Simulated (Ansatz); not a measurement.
GdGa3Cu in space group I4mm (No. 107; Gd on 2a, Cu on 2a, Ga on 4b, Ga on 2a), PBE in the plane-wave PAW code Ansatz, all energies at zero smearing, with the estimated change up to a 700 eV cutoff added, with one set of potentials and settings (totals compare only within such a set). Cell of 5 atoms (1 Gd, 1 Cu, 3 Ga): -27308.954 eV.

| element | reference phase | E (eV/atom) |
|---|---|---|
| Gd | P6_3/mmc, 2 atoms in the cell, spin-polarised | -9332.2281 |
| Cu | Fm-3m, 1 atoms in the cell | -6625.1757 |
| Ga | Cmce, 4 atoms in the cell | -3783.0209 |

Formation energy per atom, worked out: (-27308.954 − 1×(-9332.2281) − 1×(-6625.1757) − 3×(-3783.0209))/5 = -0.498 eV/atom (-48 kJ per mol of atoms), at 0 K, without zero-point energy or fitted corrections.

The workflow started from an entry of the Crystallography Open Database (COD, 293 K). Its standing as an ambient phase is unchecked. The PBE relaxation kept the symmetry of its start; whether a distortion lowers the energy is not shown. Magnetic state: ferromagnetic, the only order run, not a proven ground state. Caveat: open 4f shells can settle in a state that is not the lowest. No Hubbard U is applied. The references are the lowest solids computed at this level, not always the standard phases. Spin–orbit coupling is left out wherever it is not named.

Potentials: the later of the program's two PAW sets.
